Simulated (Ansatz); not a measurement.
An Ansatz (an electronic-structure program) run. Input:

Ansatz 0.2 input:
```yaml
crystal:
  lattice:
    - [4.9482791126, 0.0, 0.0]
    - [-2.4741395563, 4.2853354165, 0.0]
    - [0.0, 0.0, 5.4412733595]
  atoms:
    - { symbol: Si, position: [0.0, 0.470266996, 0.3333333333] }
    - { symbol: Si, position: [0.529733004, 0.529733004, 0.0] }
    - { symbol: Si, position: [0.470266996, 0.0, 0.6666666667] }
    - { symbol: O, position: [0.1453687828, 0.7328796948, 0.54797014] }
    - { symbol: O, position: [0.2671203052, 0.4124890881, 0.2146368066] }
    - { symbol: O, position: [0.5875109119, 0.8546312172, 0.8813034733] }
    - { symbol: O, position: [0.7328796948, 0.1453687828, 0.45202986] }
    - { symbol: O, position: [0.4124890881, 0.2671203052, 0.7853631934] }
    - { symbol: O, position: [0.8546312172, 0.5875109119, 0.1186965267] }
kpoints:
  mp_grid: { grid: [7, 7, 5] }
hamiltonian:
  xc: pbesol
  pseudopotentials: { azcp: { folder: ./paw }, kind: paw }
scf:
  occupations: { method: fixed }
elastic: { mode: relaxed_ion, stencil: two_point, amplitude: 0.005, f_tol: 0.0005 }
output: { polarization: {} }
```

Output (shortened):

```
Pseudopotential: Si, paw, valence charge 4
Pseudopotential: O, paw, valence charge 6
Functional definition: PBEsol
Crystal: 9 atoms, lattice volume = 115.382 Å³
Basis set: ecut = 420 eV, 2221 PW (Γ), exchange–correlation on 72×72×80 points (8 copies of the dense FFT grid, shifted against one another)
Bands: 33, of which v1, the nominal top of the filled ones, is band 24 counted from 1 (23 counted from 0)
Symmetry: 6 space group operations
Space group: P3221 (ITA 154), of the structure as read, at distance tolerance 4.9e-5 Å
k-points: 32 of 245 (time reversal used)
SCF 1 converged in 12 iterations: F = -5239.876989 eV  dr2 = 8.10e-14
relax step   1: F+E_penalty+E_count = -5239.87698931 eV  Δ(F+E_penalty+E_count) = +0.000e0 eV  max|allowed force component| = 7.150e-4 eV/Å  Δτ_max = 0.0000 Å  (12 SCF iters, accepted)
Crystal: 9 atoms, lattice volume = 115.382 Å³
SCF 2 converged in 8 iterations: F = -5239.876989 eV  dr2 = 1.03e-14
relax step   2: F+E_penalty+E_count = -5239.87698938 eV  Δ(F+E_penalty+E_count) = -6.789e-8 eV  max|allowed force component| = 5.536e-4 eV/Å  Δτ_max = 0.0000 Å  (8 SCF iters, accepted)
Crystal: 9 atoms, lattice volume = 115.382 Å³
SCF 3 converged in 7 iterations: F = -5239.876990 eV  dr2 = 3.17e-14
relax step   3: F+E_penalty+E_count = -5239.87698968 eV  Δ(F+E_penalty+E_count) = -2.968e-7 eV  max|allowed force component| = 4.512e-4 eV/Å  Δτ_max = 0.0002 Å  (7 SCF iters, accepted)
Crystal: 9 atoms, lattice volume = 115.382 Å³
SCF 4 converged in 10 iterations: F = -5239.876990 eV  dr2 = 9.05e-17
Crystal: 9 atoms, lattice volume = 114.805 Å³
Symmetry: 2 space group operations
k-points: 72 of 245 (time reversal used)
SCF 5 converged in 13 iterations: F = -5239.873892 eV  dr2 = 1.61e-14
relax step   1: F+E_penalty+E_count = -5239.87389236 eV  Δ(F+E_penalty+E_count) = +0.000e0 eV  max|allowed force component| = 1.385e-1 eV/Å  Δτ_max = 0.0000 Å  (13 SCF iters, accepted)
Crystal: 9 atoms, lattice volume = 114.805 Å³
SCF 6 converged in 11 iterations: F = -5239.874817 eV  dr2 = 7.70e-15
relax step   2: F+E_penalty+E_count = -5239.87481651 eV  Δ(F+E_penalty+E_count) = -9.241e-4 eV  max|allowed force component| = 8.343e-2 eV/Å  Δτ_max = 0.0025 Å  (11 SCF iters, accepted)
Crystal: 9 atoms, lattice volume = 114.805 Å³
SCF 7 converged in 12 iterations: F = -5239.876215 eV  dr2 = 8.30e-15
relax step   3: F+E_penalty+E_count = -5239.87621457 eV  Δ(F+E_penalty+E_count) = -1.398e-3 eV  max|allowed force component| = 5.087e-3 eV/Å  Δτ_max = 0.0167 Å  (12 SCF iters, accepted)
Crystal: 9 atoms, lattice volume = 114.805 Å³
SCF 8 converged in 10 iterations: F = -5239.876222 eV  dr2 = 1.85e-14
relax step   4: F+E_penalty+E_count = -5239.87622206 eV  Δ(F+E_penalty+E_count) = -7.482e-6 eV  max|allowed force component| = 6.351e-4 eV/Å  Δτ_max = 0.0014 Å  (10 SCF iters, accepted)
Crystal: 9 atoms, lattice volume = 114.805 Å³
SCF 9 converged in 8 iterations: F = -5239.876222 eV  dr2 = 2.76e-14
relax step   5: F+E_penalty+E_count = -5239.87622211 eV  Δ(F+E_penalty+E_count) = -5.454e-8 eV  max|allowed force component| = 5.004e-5 eV/Å  Δτ_max = 0.0001 Å  (8 SCF iters, accepted)
Crystal: 9 atoms, lattice volume = 114.805 Å³
SCF 10 converged in 7 iterations: F = -5239.876222 eV  dr2 = 6.35e-14
Crystal: 9 atoms, lattice volume = 115.959 Å³
[...]
Crystal: 9 atoms, lattice volume = 115.382 Å³
SCF 39 converged in 11 iterations: F = -5239.876434 eV  dr2 = 3.74e-14
relax step   3: F+E_penalty+E_count = -5239.87643355 eV  Δ(F+E_penalty+E_count) = -5.333e-4 eV  max|allowed force component| = 7.838e-3 eV/Å  Δτ_max = 0.0077 Å  (11 SCF iters, accepted)
Crystal: 9 atoms, lattice volume = 115.382 Å³
SCF 40 converged in 10 iterations: F = -5239.876447 eV  dr2 = 3.27e-14
relax step   4: F+E_penalty+E_count = -5239.87644673 eV  Δ(F+E_penalty+E_count) = -1.318e-5 eV  max|allowed force component| = 1.575e-3 eV/Å  Δτ_max = 0.0023 Å  (10 SCF iters, accepted)
Crystal: 9 atoms, lattice volume = 115.382 Å³
SCF 41 converged in 9 iterations: F = -5239.876447 eV  dr2 = 2.27e-15
relax step   5: F+E_penalty+E_count = -5239.87644692 eV  Δ(F+E_penalty+E_count) = -1.880e-7 eV  max|allowed force component| = 1.522e-4 eV/Å  Δτ_max = 0.0001 Å  (9 SCF iters, accepted)
Crystal: 9 atoms, lattice volume = 115.382 Å³
SCF 42 converged in 9 iterations: F = -5239.876447 eV  dr2 = 7.67e-14
SCF converged after 10 iterations
Stability not checked: this state was not tested for a lower state beside it, because too few of the mixer's solves of this state at the end of the SCF gave a …
Free energy (F): -5239.876990 eV
Harris-Foulkes:  -5239.876990 eV  (|F-HF|=1.82e-12)
Internal energy: -5239.876990 eV  (E = F + TS)
E sigma→0 (E₀):  -5239.876990 eV
Fermi energy:    2.240150 eV
--- Per-component energies (eV) ---
  E_band       = -216.767526
  E_kinetic    = 1161.515872
  E_local      = -2937.198488  (includes V_loc(G=0)·N_el)
  E_nonlocal   = 382.535563
  E_hartree    = 1070.641591
  E_xc         = -594.904095
  E_vxc        = -691.579296  (∫ρ·V_xc dr)
  E_paw        = -2441.940116  (= ΣΔE_a)
  E_vpaw       = -273.329375  (= ΣTr[D̂ρ^β])
  E_aug_tail   = 0.005017  (compensation charges beyond the density's cutoff)
  E_ewald      = -1880.838742
  E_core_change = 0.306410  (= ΣΔE_core)
  E_smearing   =  0.000000  (= −TS)
  E_closure    = 0.000000  (closes the sum)
  Σ components = -5239.876990   (vs F -5239.876990, Δ=0.00e0)
--- Forces (eV/Å), atoms counted from 1 ---
  atom   1  Si    -0.00022560     0.00039074     0.00000000
  atom   2  Si    -0.00022560    -0.00039074     0.00000000
  atom   3  Si     0.00045119     0.00000000     0.00000000
  atom   4  O     -0.00022158    -0.00020123    -0.00012450
  atom   5  O      0.00028506    -0.00009128    -0.00012450
  atom   6  O     -0.00006348     0.00029250    -0.00012450
  atom   7  O     -0.00006348    -0.00029250     0.00012450
  atom   8  O     -0.00022158     0.00020123     0.00012450
  atom   9  O      0.00028506     0.00009128     0.00012450
  max |Σ_I F_I| component: 1.17e-17 eV/Å
--- Stress (GPa, compression-positive) ---
        0.021089       0.000000       0.000000
        0.000000       0.021089       0.000000
        0.000000       0.000000       0.016232
  P = ⅓ Tr σ = 0.0195 GPa (0.195 kbar)
--- Band table (eV; the first three rows and the last of 32) ---
  k-point 0: bands = ["-17.0020", "-15.4920", "-15.4920", "-14.8489", "-14.8303", "-14.8303", "-5.9549", "-5.9549", "-3.1285", "-3.1227", "-2.9263", "-2.9263", "-0.6487", "-0.6487", "-0.4319", "-0.1829", "0.7961", "0.7961", "0.8140", "1.2452", "1.2452", …
  k-point 1: bands = ["-16.9248", "-15.9328", "-15.1151", "-14.8486", "-14.8392", "-14.8201", "-6.6220", "-5.1323", "-3.2861", "-3.1772", "-3.1595", "-2.6139", "-0.7415", "-0.4519", "-0.3782", "-0.0524", "0.6003", "0.7198", "0.7860", "0.8762", "1.2192", …
  k-point 2: bands = ["-16.7013", "-16.3564", "-14.8929", "-14.8474", "-14.8447", "-14.8130", "-6.9982", "-4.3152", "-3.6661", "-3.3045", "-3.2845", "-2.3687", "-0.5949", "-0.3477", "-0.3326", "0.1594", "0.3580", "0.4285", "0.5641", "0.7527", "1.0644", …
  k-point 31: bands = ["-16.4309", "-15.9648", "-15.6265", "-14.9285", "-14.8922", "-14.8665", "-5.7696", "-5.0658", "-4.2527", "-2.9634", "-2.7124", "-2.6632", "-0.9778", "-0.6691", "-0.4017", "0.1893", "0.3494", "0.4399", "1.1121", "1.2001", "1.3724", …
--- Elastic constants: 3 strain directions × 2 members + reference (group order 6) ---
  dense FFT box of the reference and of every strained cell: 36×36×40
  strains applied: 11, 33, 23; error gains …
  reference relaxed by the batch: 3 steps …
  largest displacement 2.1e-4 Å; the constants are those of the deck's cell at these positions:
  atoms:
    - { symbol: Si, position: [0.0, 0.47027072093506367, 0.3333333333333333] }
    - { symbol: Si, position: [0.5297292790649364, 0.5297292790649364, 0.0] }
    - { symbol: Si, position: [0.47027072093506367, 0.0, 0.6666666666666666] }
    - { symbol: O, position: [0.14538869886003616, 0.7329130723771079, 0.5479412657868046] }
    - { symbol: O, position: [0.2670869276228923, 0.4124756264829284, 0.21460793245347123] }
    - { symbol: O, position: [0.5875243735170717, 0.8546113011399639, 0.881274599120138] }
    - { symbol: O, position: [0.7329130723771078, 0.14538869886003608, 0.4520587342131954] }
    - { symbol: O, position: [0.41247562648292846, 0.2670869276228923, 0.7853920675465287] }
    - { symbol: O, position: [0.8546113011399641, 0.5875243735170718, 0.11872540087986207] }
  C = ∂σ_k/∂η_j (tension-positive GPa; Voigt order 11 22 33 23 13 12):
        75.743      4.794      8.437     17.582      0.000      0.000
         4.794     75.743      8.437    -17.582      0.000      0.000
         8.432      8.432     93.174      0.000      0.000      0.000
        17.555    -17.555      0.000     53.316      0.000      0.000
         0.000      0.000      0.000      0.000     53.316     17.555
         0.000      0.000      0.000      0.000     17.582     35.474
  reference stress σ⁰ (GPa):     -0.021     -0.021     -0.016      0.000      0.000      0.000
  moduli (Voigt/Reuss/Hill, GPa): K = 32.00/31.58/31.79   G = 43.29/36.16/39.72   E = 84.13   ν = 0.059
  mechanically stable: yes (min eigenvalue of sym C = 24.69 GPa)
  e, the proper piezoelectric tensor (elastic.mode: relaxed_ion; C/m²; rows x y z; Voigt order 11 22 33 23 13 12):
       0.16713   -0.16713    0.00000    0.04231    0.00000    0.00000
       0.00000    0.00000    0.00000    0.00000   -0.04231   -0.16713
       0.00000    0.00000    0.00000    0.00000    0.00000    0.00000
  ±, each entry's uncertainty from the finite density of the strings (C/m²), an estimate: the size of the correction for it that the entry includes:
       0.00075    0.00075    0.00000    0.00038    0.00000    0.00000
       0.00000    0.00000    0.00000    0.00000    0.00038    0.00075
       0.00000    0.00000    0.00000    0.00000    0.00000    0.00000
  strain η (Voigt 11):  stress-route row diagonal C_11 = 75.74 GPa, energy-path curvature d²(F+E_count+ΔE)/dδ²/Ω₀ = 75.71 GPa
         δ    σ_11 (GPa)             F (eV)   n_scf  n_hpsi   n_pw
    -5.000e-3      -0.3968       -5239.8762221       7   35266   2262   relax 5 steps, max|allowed force component| 5.00e-5 eV/Å
     5.000e-3       0.3606       -5239.8763457       9   44123   2284   relax 5 steps, max|allowed force component| 4.77e-4 eV/Å
  strain η (Voigt 33):  stress-route row diagonal C_33 = 93.17 GPa, energy-path curvature d²(F+E_count+ΔE)/dδ²/Ω₀ = 93.40 GPa
         δ    σ_33 (GPa)             F (eV)   n_scf  n_hpsi   n_pw
    -5.000e-3      -0.4869       -5239.8761183       6   14360   2274   relax 6 steps, max|allowed force component| 3.04e-5 eV/Å
     5.000e-3       0.4448       -5239.8762147       7   15453   2280   relax 6 steps, max|allowed force component| 3.26e-5 eV/Å
  strain η (Voigt 23):  stress-route row diagonal C_44 = 53.32 GPa, energy-path curvature d²(F+E_count+ΔE)/dδ²/Ω₀ = 53.28 GPa
         δ    σ_23 (GPa)             F (eV)   n_scf  n_hpsi   n_pw
    -5.000e-3      -0.2644       -5239.8764572       6   33477   2274   relax 5 steps, max|allowed force component| 1.69e-4 eV/Å
     5.000e-3       0.2688       -5239.8764469       9   38866   2274   relax 5 steps, max|allowed force component| 1.52e-4 eV/Å
--- Formal polarisation (Berry phase): one branch of a lattice of values; only differences between neighbouring runs are physical ---
  axis  mesh            electronic          ionic      p = total  spread (rad)  least overlap  resolved gap  δp at fixed H ≤   (phases in cycles; p mod 2 …
  b1    7×7×5           0.00000000    22.00000000    22.00000000      0.001182         0.9795        6.0334           4.9e-6
  b2    7×7×5           0.00000000    22.00000000    22.00000000      0.001182         0.9795        6.0334           4.9e-6
  b3    7×7×5           0.00000000    22.00000000    22.00000000      0.000001         0.9769        6.0334           3.8e-6
  quantum along a1:   0.08577182 e/Å² =   137.421608 µC/cm²
  quantum along a2:   0.08577182 e/Å² =   137.421608 µC/cm²
  quantum along a3:   0.09431722 e/Å² =   151.112845 µC/cm²
  P = (  0.47174502,   0.81708634,   1.03748941) e/Å² = (  755.818842,  1309.116635,  1662.241290) µC/cm²  (mod the quanta)
```

Cost: roughly 6 core-minutes on shared cores.

Space group P3_221. Symmetry was held in the PBEsol relaxation.

Potentials: the earlier of the program's two PAW sets. The files were generated under PBE; for other functionals the program regenerates the frozen cores, and for LDA and PBEsol the local potential too.

Ansatz is a plane-wave DFT program.
